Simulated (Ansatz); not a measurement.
Total density of states per atom from plane-wave PAW r²SCAN (Ansatz code), in 0.25 eV bins, energy from the valence-band maximum:

```
E (eV) | states/eV/atom
    -7.85 | ################ 0.22
    -7.60 | ############## 0.18
    -7.35 | ################### 0.25
    -7.10 | ######################## 0.32
    -6.85 | ######################### 0.32
    -6.60 | ############################## 0.39
    -6.35 | ####################### 0.30
    -6.10 | ######################### 0.33
    -5.85 | ######################### 0.33
    -5.60 | ######################### 0.32
    -5.35 | ######################### 0.32
    -5.10 | #################### 0.26
    -4.85 | ############# 0.17
    -4.60 | ############## 0.18
    -4.35 | ################### 0.25
    -4.10 | ##################### 0.28
    -3.85 | ###################### 0.28
    -3.60 | ################### 0.25
    -3.35 | ##################### 0.28
    -3.10 | ####################### 0.30
    -2.85 | ################## 0.24
    -2.60 | #################### 0.26
    -2.35 | ################## 0.23
    -2.10 | ################ 0.21
    -1.85 | ######################## 0.31
    -1.60 | ##################### 0.28
    -1.35 | ############### 0.20
    -1.10 | ##################### 0.28
    -0.85 | ######################## 0.32
    -0.60 | ############################ 0.36
    -0.35 | ######### 0.12
    -0.10 | ## 0.02
     0.15 |  0.00
     0.40 | # 0.01
     0.65 | ##### 0.07
     0.90 | ######## 0.11
     1.15 | ########## 0.13
     1.40 | ######### 0.11
     1.65 | ######## 0.11
     1.90 | ######### 0.12
     2.15 | ########## 0.13
     2.40 | ############ 0.15
     2.65 | ############## 0.18
     2.90 | ################### 0.25
     3.15 | ############ 0.16
     3.40 | ########## 0.13
     3.65 | ########## 0.13
     3.90 | ######### 0.12
     4.15 | ##### 0.06
     4.40 | ### 0.04
     4.65 | ## 0.03
     4.90 | ######## 0.10
     5.15 | ############# 0.17
```

Question: Which of these materials gives this?
A. SiC, 4H polytype
B. Ti2AlC, P6_3/mmc (Ti on 4f, Al on 2d, C on 2a)
C. C, C2/c (C on 8f, C on 8f)
D. Mo2C, Pbcn (Mo on 8d, C on 4c)

Answer: C, C, C2/c (C on 8f, C on 8f). Top 1 eV of the valence band: C 2p 78 %, C 2s 21 %. Bottom 1 eV of the conduction band: C 2p 89 %, C 2s 9 %. Projections are on Löwdin-orthogonalised atomic valence shells; empty p or d shells of many metals are not among them.

The start of the workflow was typed in or built on a structure type; neither database checked (COD, Materials Project) lists it. It is not the phase usual at ambient conditions (space group No. 194, 227). The r²SCAN relaxation kept the symmetry of its start; its stability against distortions is not shown here. The volume moved by 103 % from the start of the relaxation.

Potentials: the earlier of the program's two PAW sets.
